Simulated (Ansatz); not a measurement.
Cu Kα1 powder pattern (kinematic, no thermal factors).
2θ (°) (relative intensity): 15.97 (70), 18.38 (35), 23.06 (100), 29.33 (82), 30.53 (59), 31.60 (49), 32.26 (3), 33.42 (46), 34.41 (39), 34.63 (20), 35.87 (13), 36.46 (58), 37.25 (16), 38.60 (51), 40.64 (7), 42.84 (59), 44.15 (16), 45.01 (3), 45.89 (37), 46.66 (34), 47.13 (2), 48.27 (51), 48.90 (14), 49.26 (7), 51.67 (7), 51.81 (2), 53.60 (6), 53.89 (9), 54.63 (17), 57.20 (3), 57.24 (12), 58.18 (7), 59.06 (9), 60.84 (8), 61.34 (3), 61.73 (12), 62.95 (7), 63.21 (11), 63.54 (7), 64.16 (7), 65.98 (3), 66.27 (16), 66.76 (2), 67.13 (8), 67.25 (5), 67.51 (3), 68.55 (9), 68.78 (8), 69.59 (10), 70.05 (3), 70.21 (5), 70.43 (16), 70.80 (5), 71.49 (13), 72.55 (2), 73.73 (8), 74.30 (9), 75.53 (13), 75.63 (6), 75.88 (4), 76.02 (4), 77.10 (11), 77.45 (4), 78.21 (2), 78.31 (5), 78.47 (7), 79.03 (7), 79.79 (3), 80.62 (5), 80.72 (3), 84.36 (3), 84.41 (2), 85.41 (1), 85.49 (6), 86.34 (1), 86.95 (1), 87.76 (3), 87.79 (4), 88.00 (4), 89.40 (2)

The pattern is computed from a structure relaxed with DFT PBE, scalar-relativistic, plane waves, PAW in Ansatz 0.2.0. No spin polarisation. Its elements are Al, In, N, Sb.

Problem. Give the structure.

Solution. AlInSbN$_{2}$.
Space group Pmm2 (No. 25). a = 2.926 Å, b = 5.358 Å, c = 11.091 Å, α = 90.00°, β = 90.00°, γ = 90.00°
```csv
atom,site,symmetry,x,y,z
Al,1b,mm2,0.0000,0.5000,0.4116
In,1a,mm2,0.0000,0.0000,0.5208
Sb,1b,mm2,0.0000,0.5000,0.6709
N,1a,mm2,0.0000,0.0000,0.1009
N,1a,mm2,0.0000,0.0000,0.0016
```

A pattern alone doesn't exclude other cells with like lines; this is the one computed.

Another cell of AlInSbN2 relaxed alike, in P3m1, lies 0.44 eV/atom lower, so this cell isn't the stable form at this level.

The structure comes from a generated guess; another structure or a mixture of phases may lie lower. No dispersion correction is applied, so the spacing between layers, chains or molecules is poorly fixed.
